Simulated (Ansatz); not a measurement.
CoO (rock salt)

```xyz
2
Lattice="0.0000 2.1239 2.1239 2.1239 0.0000 2.1239 2.1239 2.1239 0.0000" Properties=species:S:1:pos:R:3 pbc="T T T"
O      0.0000     0.0000     0.0000
Co     2.1239     2.1239     2.1239
```

Grid over V/V₀ and (c/a)/(c/a)₀, subscript 0 meaning the relaxed cell; the conventional c axis lies along z; no internal relaxation.

Computed with PBE (plane waves to 420 eV, PAW, scalar-relativistic; Ansatz, a first-principles code). k mesh 19×19×19 (Γ-centred), Fermi-Dirac smearing 0.05 eV. E stands for the smeared free energy. With partly filled bands, the response to shear is sensitive to the k mesh, so small differences along c/a are uncertain. CoO is run spin-polarised and with no Hubbard U; the real compound is an antiferromagnetic insulator, a state that this run doesn't describe. CoO was relaxed with its symmetry unable to fall. Relaxed CoO ends ferromagnetic. The magnetic order is the one the run started from; other orders were not tried. The zero of ΔE is the relaxed starting cell.

Problem. Give the computed ΔE (meV/atom) at all points of the grid V/V₀ = 0.920, 0.947, 0.973, 1.000, 1.027, 1.053, 1.080 by (c/a)/(c/a)₀ = 0.960, 0.973, 0.987, 1.000, 1.013, 1.027, 1.040.

Solution. ΔE (meV/atom), with V/V₀ across and (c/a)/(c/a)₀ down:

```tsv
(c/a)/(c/a)₀ \ V/V₀	0.920	0.947	0.973	1.000	1.027	1.053	1.080
0.960	37	17	5	0	3	13	28
0.973	36	16	4	0	3	13	29
0.987	35	15	4	0	3	13	29
1.000	34	15	4	0	3	13	29
1.013	35	15	4	0	3	13	29
1.027	35	16	4	0	4	13	29
1.040	37	17	5	1	4	13	29
```

(Under strain, the slope of the energy per volume gives the stress and its curvature an elastic modulus.)
